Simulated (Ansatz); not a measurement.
Cu Kα1 powder pattern (kinematic, no thermal factors).
```csv
2θ (°),relative intensity
22.10,1
23.46,2
27.15,100
39.60,1
45.07,49
45.08,25
53.41,14
53.42,30
65.63,4
65.66,8
72.41,11
72.42,6
83.18,8
83.20,16
89.50,3
89.52,3
89.53,7
```

The pattern is computed from a structure relaxed with Ansatz, DFT PBE, scalar-relativistic, plane waves, PAW. No spin polarisation. Its elements are As, Ga, P.

Problem. Give the structure.

Solution. Ga4As3P.
Space group P-4m2 (No. 115). a = 4.019 Å, b = 4.019 Å, c = 11.371 Å, α = 90.00°, β = 90.00°, γ = 90.00°
```csv
atom,site,symmetry,x,y,z
Ga,2g,2mm.,0.5000,0.0000,0.8819
Ga,2g,2mm.,0.5000,0.0000,0.3726
P,1b,-4m2,0.5000,0.5000,0.0000
As,2e,2mm.,0.0000,0.0000,0.2454
As,1c,-4m2,0.5000,0.5000,0.5000
```

A pattern alone doesn't exclude other cells with like lines; this is the one computed.

It was reached by relaxing an invented guess, and it needn't be the stable form of this composition.
